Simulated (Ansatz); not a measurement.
W:
```
CELL_PARAMETERS angstrom
      5.05302     0.00000     0.00000
      0.00000     5.05302     0.00000
      0.00000     0.00000     5.05302
ATOMIC_POSITIONS crystal
  W  0.00000 0.00000 0.00000
  W  0.50000 0.50000 0.50000
  W  0.00000 0.50000 0.25000
  W  0.00000 0.50000 0.75000
  W  0.25000 0.00000 0.50000
  W  0.75000 0.00000 0.50000
  W  0.50000 0.75000 0.00000
  W  0.50000 0.25000 0.00000
```

Relaxed with r²SCAN. Special points in fractions of this cell's reciprocal vectors: Γ (0.000, 0.000, 0.000); X (0.000, 0.500, 0.000); M (0.500, 0.500, 0.000); R (0.500, 0.500, 0.500).

**Question.** List the band energies nearest the Fermi level at these points for r²SCAN in the plane-wave PAW code Ansatz.

**Answer.** In eV from the Fermi level; about four levels below and three above (degenerate sets whole), none deeper than 8.9 eV; points with the same levels are listed once.

| k | below | above |
|---|---|---|
| Γ | -1.59 -1.59 -0.47 -0.47 -0.47 | 1.73 1.73 1.73 |
| X | -1.27 -1.27 -0.98 -0.98 | 0.63 0.63 0.77 0.77 |
| M | -1.78 -1.27 -0.90 -0.90 | 0.25 0.25 0.26 |
| R | -1.52 -1.52 -1.52 -1.52 -1.52 -1.52 | 1.43 1.43 1.43 1.43 1.43 1.43 |

Space group Pm-3n (A15 (β-W type)). The workflow started from an entry of the Crystallography Open Database (COD), which files this formula under 6 space groups. It is not the phase usual at ambient conditions (space group No. 229). Symmetry was held in the r²SCAN relaxation; of distortions, only those at the zone centre were tested. No spin polarisation was allowed. Spin–orbit coupling is left out wherever it is not named.

Potentials: the later of the program's two PAW sets.
